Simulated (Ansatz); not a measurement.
# BAs: computed property card

BAs:
Space group P6₃mc (No. 186); a = b = 3.358 Å, c = 5.556 Å, α = β = 90.00°, γ = 120.00°

```csv
atom,site,symmetry,x,y,z
B,2b,3m.,0.3333,0.6667,0.4998
As,2b,3m.,0.3333,0.6667,0.1254
```

Space group P6_3mc (No. 186), wurtzite; conventional cell a = b = 3.358 Å, c = 5.556 Å, α = β = 90.00°, γ = 120.00°.

Method: DFT-HSE06 in the program Ansatz with PAW potentials. Structure relaxed to zero pressure with the same functional. Other levels are named where they apply.

**Cell and energy**

```json
{
  "volume_per_atom": "13.57 Å³",
  "density": "5.25 g/cm³"
}
```

**Electronic structure**

```json
{
  "band_gap": "1.77 eV (indirect)",
  "valence_band_maximum": "at Γ",
  "conduction_band_minimum": "at M (3 equivalent valleys)",
  "smallest_direct_gap_on_the_standard_path": "3.01 eV"
}
```

**Mechanics**

```json
{
  "Bulk modulus (Birch–Murnaghan fit)": "146 GPa",
  "Pressure derivative B′": "4.0"
}
```

**Charges**

```json
{
 "bader_charges": "B +0.19, As -0.19 e"
}
```

A made-up cell: these elements were put on the sites of a structure type; the Crystallography Open Database copy checked does not list it. It is not the phase usual at ambient conditions (space group No. 216). The cell was relaxed with HSE06 under the symmetry of its start; whether a distortion lowers the energy is not shown. The hybrid was solved on a coarse mesh, the path and, where they were found, the r²SCAN edge points; its band edges are the extreme levels among these. Scalar-relativistic: spin–orbit coupling is off unless named, which matters more the heavier the elements.

Potentials: the later of the program's two PAW sets.
